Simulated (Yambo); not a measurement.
RPA spectrum of AlN (zinc blende, space group F-43m, No. 216) on LDA bands in Yambo (16×16×16 mesh, 15 bands, 4 Ry local-field block, 0.2 eV broadening; field along x). CGrdSpXd merges neighbouring transition energies to save time; the report line [X-CG] gives the poles kept by one of the 4 MPI tasks, and where the merging fails may depend on that split.

| CGrdSpXd asked (%) | share reached (%) | poles used (one task) | static ε | largest change of Im ε (% of its maximum) | rough time |
|---|---|---|---|---|---|
| 100 | 100 | 1651 | 4.38 | 0.0 | 1 |
| 70 | 69 | 1153 | 4.38 | 0.1 | within a factor of two |
| 30 | 29 | 495 | 4.38 | 1.7 | within a factor of two |
| 15 | 2 | 41 | 4.46 | 25 | within a factor of two |
| 5 | 2 | 41 | 4.46 | 25 | within a factor of two |

All runs end normally. In the runs at 15 %, 5 % few poles are left or the spectrum changes by over a quarter of its peak, and no warning says so. Times are rough ratios from shared machines. The k mesh wasn't tested; the rows compare only with each other.

Geometry relaxed with LDA; primitive cell a = b = c = 3.064 Å, α = β = γ = 60.00°.

This is not the ordinary phase of the substance; no match was found in the copy of COD used, and its stability was not checked.
